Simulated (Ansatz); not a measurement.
Hf (hcp, Mg type)

```yaml
crystal:
  lattice:
    - [3.15907, 0.00000, 0.00000]
    - [-1.57954, 2.73584, 0.00000]
    - [0.00000, 0.00000, 4.99993]
  atoms:
    - { symbol: Hf, position: [0.33333, 0.66667, 0.75000] }
    - { symbol: Hf, position: [0.66667, 0.33333, 0.25000] }
```

This relaxed cell (volume V₀) is scaled evenly in all directions, its shape held. Symmetry pins the atoms to their sites.

Method: PBEsol (plane waves to 420 eV, PAW, scalar-relativistic; Ansatz, a quantum-chemistry and plane-wave program). k mesh 17×17×9 (Γ-centred), Fermi-Dirac smearing 0.05 eV. E stands for the smeared free energy. With the shape held, the modulus is that of even scaling; a crystal free to change shape is softer. Hf is run without spin polarisation. Hf was relaxed with its symmetry unable to fall. Spin-orbit coupling is left out, though Hf is heavy. ΔE is measured from the relaxed starting cell. The last digit holds for this mesh only.

```tsv
V (Å³/atom)	ΔE (meV/atom)
19.446	89.1
19.986	48.2
20.526	20.6
21.066	5.0
21.606	0.0
22.147	4.6
22.687	17.8
23.227	38.7
23.767	66.5
```

What is the fitted pressure derivative B₀′?

3.4.

What bulk modulus at fixed cell shape B₀ follows from a third-order Birch-Murnaghan fit?

114 GPa. Check by three points about V = 21.606 Å³/atom, step 1.080: d²E/dV² ≈ (21 − 2·0 + 18) meV / 1.080² = 0.0334 eV/Å⁶, and V·d²E/dV² × 160.2 = 116 GPa.

(Under strain, the slope of the energy per volume gives the stress and its curvature an elastic modulus.)
